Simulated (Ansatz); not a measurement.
Two states of Mn₂HgGeS₄

```xyz
8
Lattice="0.0000 5.5492 0.0000 5.5492 0.0000 0.0000 2.7746 2.7746 -5.3307" Properties=species:S:1:pos:R:3 pbc="T T T"
S     4.2613    4.2613   -3.9223
S     1.4866    4.0626   -1.4084
S     6.8372    6.8372   -3.9223
S     4.0626    1.4866   -1.4084
Ge    2.7746    2.7746    0.0000
Hg    0.0000    0.0000    0.0000
Mn    2.7746    5.5492   -2.6653
Mn    5.5492    2.7746   -2.6653
```

Single point in Ansatz 0.2.0 with r2SCAN, with U_eff = 1.89 eV on Mn d (atomic projectors). Cutoff 500 eV, PAW datasets, 5×5×5 Γ-centred k mesh, fermi-dirac filling (width 0.1 eV).

State A: Mn7 up, Mn8 up (collinear spin). State B: Mn7 down, Mn8 up (collinear spin).

Q: Which state is lower, and how do they differ?

A: State B is lower by 15.4 meV an atom at zero smearing; in free energy at this smearing B lies -12.2 meV an atom from A.

```tsv
state	free energy (meV/atom)	largest moment in a small sphere (μB)	net moment (μB/cell)	gap on mesh (eV)	pressure (GPa)	largest force (eV/Å)
A	12.2	4.04	8.92	metal	11.1	0.31
B	0.0	4.00	0.00	0.27	11.5	0.95
```

Origin: a known structure type with other elements, at an estimated volume, so it need not be a known compound. Caveats: another magnetic order, which this cell may not hold, can open a gap; atoms or cell far from equilibrium; the gap is not wide against the smearing.
